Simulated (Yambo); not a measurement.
RPA spectrum of NaBa2ReO6 (space group Fm-3m, No. 225) on PBEsol bands in Yambo (4×4×4 mesh, 127 bands, 3 Ry local-field block, 0.2 eV broadening; field along x). CGrdSpXd merges neighbouring transition energies to save time; the report line [X-CG] gives the poles kept by one of the 4 MPI tasks, and where the merging fails may depend on that split.

```
CGrdSpXd asked (%)  share reached (%)  poles used (one task)  static ε  largest change of Im ε (% of its maximum)              rough time
------------------  -----------------  ---------------------  --------  -----------------------------------------  ----------------------
100                               100                   3743      4.22                                        0.0                       1
70                                 69                   2614      4.22                                        0.0  within a factor of two
30                                 29                   1112      4.22                                        0.7               about 1/2
15                                  0                     28      4.29                                         19               about 1/5
5                                   0                     28      4.29                                         19               about 1/5
```

All runs end normally. In the runs at 15 %, 5 % few poles are left or the spectrum changes by over a quarter of its peak, and no warning says so. Times are rough ratios from shared machines. The k mesh wasn't tested; the rows compare only with each other.

Spin-orbit coupling is not included.

Geometry of the Materials Project entry, not relaxed at this level; primitive cell a = 5.9548 Å, b = 5.9548 Å, c = 5.9548 Å, α = 60.00°, β = 60.00°, γ = 60.00°.
